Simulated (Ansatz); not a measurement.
Zone-centre phonons of SnSe at 9 GPa: input and output

Method: DFT LDA, scalar-relativistic, plane waves, PAW in Ansatz.

Launched with:
```bash
ansatz run input.yaml --threads 1 --pin off --max-ram 3072MiB --backend cpu --events-out ev --progress --plain --runs-dir out
```

Input (bare energies are in eV):
```yaml
crystal:
  lattice:
    - [0.0, 2.8349289256, 2.8349289256]
    - [2.8349289256, 0.0, 2.8349289256]
    - [2.8349289256, 2.8349289256, 0.0]
  atoms:
    - { symbol: Sn, position: [0.0, 0.0, 0.0] }
    - { symbol: Se, position: [0.5, 0.5, 0.5] }
basis:
  ecutwfc: 420
kpoints:
  mp_grid: { grid: [12, 12, 12] }
hamiltonian:
  xc: lda
scf:
  occupations: { method: fixed }
output:
  eigenvalues: true
phonons:
  method: dfpt
  eigenvectors: true
```

The end of the output:
```
--- Phonons (Γ-DFPT): 2 representative perturbations + reference, on 163 of 1728 k-points (Σ response iterations 6) ---
  k mesh reduced under 8 symmetry operations, with k and −k counted as one. Each operation leaves every solved perturbation unchanged. A smaller set is not used because it would not reduce the number of displacements ...
  ASR residual: 5.480e-4 → 0.000e0 eV/Å²; symmetrization residual: 2.072e-6 eV/Å²
  ASR residual per site (eV/Å²): 5.48e-4 1.60e-4
  Γ frequencies (cm⁻¹): 0.00 0.00 0.00 102.29 102.29 102.29
  non-analytic LO–TO correction: not included (Born effective charges unavailable; polar crystals: no LO–TO splitting at Γ)
```

Time: 41 s on 1 thread of Intel(R) Xeon(R) Platinum 8488C (Sapphire Rapids) (shared host), peak memory 0.73 GiB.

Spin–orbit coupling is left out, which matters for heavy elements. Other phases may be more stable at this pressure. The bands were filled as in an insulator; under compression the gap may have closed between mesh points.

This rock-salt form isn't the usual stable structure of the compound at low pressure.